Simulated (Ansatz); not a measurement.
C in space group P6_3/mmc (No. 194; C on 6h), r²SCAN in the plane-wave PAW code Ansatz. The conduction-band minimum lies at Γ, with 1 equivalent valley. Second derivatives d²E/dk² of the lowest band at one valley (eV·Å²), along Cartesian directions:

```csv
direction,d²E/dk²
[100],56.79
[010],56.79
[001],6.590
[110],56.79
[101],31.72
[011],31.72
```

Task: Find the principal effective masses, the density-of-states mass and the conductivity mass.

Result: Off-diagonal terms follow from H_xy = H[110] − (H_xx + H_yy)/2, and m*/mₑ = 7.620 eV·Å² over each eigenvalue: 0.13, 0.13, 1.2. One valley's DOS mass (m₁m₂m₃)^(1/3) = 0.28, conductivity mass 3/(Σ 1/mᵢ) = 0.19 mₑ.

Task: What effective density of states Nc follows at 300 K for parabolic valleys?

Result: Nc = 2.509e19 × 1 × (0.28)^(3/2) ≈ 3.7e18 cm⁻³.

The start of the workflow was typed in or built on a structure type. Its sites differ from those of the usual phase in this space group: another stacking or structure type. The r²SCAN relaxation kept the symmetry of its start; its stability against distortions is not shown here.

Potentials: the later of the program's two PAW sets.

Edges and masses are those of Kohn–Sham bands, whose gap is no quasiparticle gap.
